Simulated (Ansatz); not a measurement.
Q: Free-standing sheets of WGe2P4, MA2Z4 (prismatic core, outer Z over the empty site)-type layer and CrS3Si, CrSiTe3-type layer are relaxed with DFT-PBE in the program Ansatz with PAW potentials. Aligned at the vacuum level, what band offsets and what type of junction result?

A: WGe2P4: VBM -5.33, CBM -4.85 eV; CrS3Si: VBM -6.05, CBM -4.47 eV. Valence offset 0.72 eV (WGe2P4 higher), conduction offset 0.38 eV (WGe2P4 lower): type I (straddling).

Mismatch of the primitive lattice constants: 3.549 against 5.895 Å, 39.8 %.

Natural alignment of Kohn–Sham levels: no interface dipole, strain or quasiparticle shift.

Spin orders computed, not proven ground states: CrS3Si, CrSiTe3-type layer antiferromagnetic. All cells were relaxed under the symmetry of their starts (and spin orders); stability against distortions was not tested throughout. Rows with no word on spin ran without spin polarisation. Scalar-relativistic: spin–orbit coupling is off unless named, which matters more the heavier the elements. Constructed layers (a layer type filled with these elements): WGe2P4, MA2Z4 (prismatic core, outer Z over the empty site)-type layer; CrS3Si, CrSiTe3-type layer.

Potentials: the later of the program's two PAW sets.

Edges and masses are those of Kohn–Sham bands, whose gap is no quasiparticle gap.
